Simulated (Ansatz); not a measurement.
Method: DFT PBE, scalar-relativistic, plane waves, PAW (Ansatz 0.2.0). Settings: cutoff 420 eV, Γ-centred meshes spaced at most about 0.3 Å⁻¹, and about 0.25 Å⁻¹ or finer for metals (2π included), Gaussian smearing. No spin polarisation in the final relaxations.

All energies are static (0 K, no zero-point motion).

Two relaxed structures of ZnGaH:

1.

```
CELL_PARAMETERS angstrom
3.71559 0.00000 0.00000
0.00000 3.71559 0.00000
0.00000 0.00000 3.58662
ATOMIC_POSITIONS crystal
Zn 0.50000 0.50000 0.50000
Ga 0.00000 0.00000 0.50000
H 0.00000 0.00000 0.00000
```

2.

```
CELL_PARAMETERS angstrom
7.00113 0.00000 0.00000
0.00000 2.68655 0.00000
0.00000 0.00000 4.65434
ATOMIC_POSITIONS crystal
Zn 0.00000 0.50000 0.00000
Zn 0.50000 0.50000 0.00000
Ga 0.00000 0.00000 0.50000
Ga 0.50000 0.00000 0.50000
H 0.75000 0.00000 0.55966
H 0.25000 0.00000 0.44034
```

**Question.** Which form is favoured at zero pressure, and by what margin per atom?

**Answer.** Cell 2 is lower, by 89 meV/atom. Cell 1 has space group P4/mmm (No. 123), 16.5 Å³/atom and no gap on its mesh; cell 2 has space group Pmma (No. 51), 14.6 Å³/atom and no gap. Counting H atoms around Ga and Zn (those within 1.25 times the shortest such distance or 1.15 times the sum of covalent radii; a plus sign parts nearer from farther groups; the shortest distance is added where it is long for a bond), cell 1 has Zn 8 from 3.2 Å, Ga 2 and cell 2 has Zn 4+4 from 3.0 Å, Ga 2. The denser one is the lower, and pressure would at first widen the difference. Even the lower one lies +0.25 eV/atom against the reference forms of the elements (uncorrected), so neither is stable at this level. Both come from invented guesses.

With hydrogen, zero-point motion can shift such differences by 10 meV/atom or more. Cells relaxed within their symmetry can be saddle points. The Pmma cell of ZnGaH came from shaking the P4/mmm one.
